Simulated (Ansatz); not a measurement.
Data:

As:
```
As
1.0
   -1.68388     1.68388     1.68388
    1.68388    -1.68388     1.68388
    1.68388     1.68388    -1.68388
As
1
Direct
  0.00000   0.00000   0.00000
```

This is the PBE-relaxed structure.

**Question.** All from plane-wave PAW PBE (Ansatz code), unless another level is named. Predict the electronic character.

**Answer.** metallic (no gap).

**Question.** Predict the density of states at the Fermi level.

**Answer.** 0.55 states/eV per atom (mean over ±0.08 eV).

**Question.** What about the gap with spin–orbit coupling?

**Answer.** none (metallic).

Space group Im-3m (bcc (W type)). The cell is a constructed one: a structure type filled with these elements; neither database checked (COD, Materials Project) lists it. It is not the phase usual at ambient conditions (space group No. 166). Symmetry was held in the PBE relaxation; its stability against distortions is not shown here. Scalar-relativistic: spin–orbit coupling is off unless named, which matters more the heavier the elements.

Potentials: the later of the program's two PAW sets.
